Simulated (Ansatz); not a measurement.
GeRh (NiAs type, P6_3/mmc), PBE (plane waves, PAW; program Ansatz), all energies at zero smearing, with the estimated change up to a 700 eV cutoff added, with one set of potentials and settings (totals compare only within such a set). Cell of 4 atoms (2 Rh, 2 Ge): -21397.622 eV.

| element | reference phase | E (eV/atom) |
|---|---|---|
| Rh | Fm-3m, 1 atoms in the cell | -6402.8911 |
| Ge | Fd-3m, 2 atoms in the cell | -4294.9847 |

Formation energy per atom, worked out: (-21397.622 − 2×(-6402.8911) − 2×(-4294.9847))/4 = -0.468 eV/atom (-45 kJ per mol of atoms), at 0 K, without zero-point energy or fitted corrections.

A made-up cell: these elements were put on the sites of a structure type; neither database checked (COD, Materials Project) lists it. COD files the formula under space group No. 62, so this cell is another polymorph or a model. Its standing as an ambient phase is unchecked. The cell was relaxed with PBE under the symmetry of its start; whether a distortion lowers the energy is not shown. The run is not spin-polarised. The references are the lowest solids computed at this level, not always the standard phases.

Potentials: the later of the program's two PAW sets.
